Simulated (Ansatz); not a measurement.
GaAs (rock salt, Fm-3m), PBE (plane waves, PAW; program Ansatz), all energies at zero smearing, with the estimated change up to a 700 eV cutoff added, with one set of potentials and settings (totals compare only within such a set). Cell of 2 atoms (1 As, 1 Ga): -8639.217 eV.

```
element            reference phase  E (eV/atom)
-------  -------------------------  -----------
As       R-3m, 2 atoms in the cell   -4856.1443
Ga       Cmce, 4 atoms in the cell   -3783.0259
```

Formation energy per atom, worked out: (-8639.217 − 1×(-4856.1443) − 1×(-3783.0259))/2 = -0.023 eV/atom (-2 kJ per mol of atoms), at 0 K, without zero-point energy or fitted corrections.

The start of the workflow was typed in or built on a structure type; neither database checked (COD, Materials Project) lists it. It is not the phase usual at ambient conditions (space group No. 216). The PBE relaxation kept the symmetry of its start; whether a distortion lowers the energy is not shown. The volume moved by 18 % from the start of the relaxation. The references are the lowest solids computed at this level, not always the standard phases.

Potentials: the earlier of the program's two PAW sets.
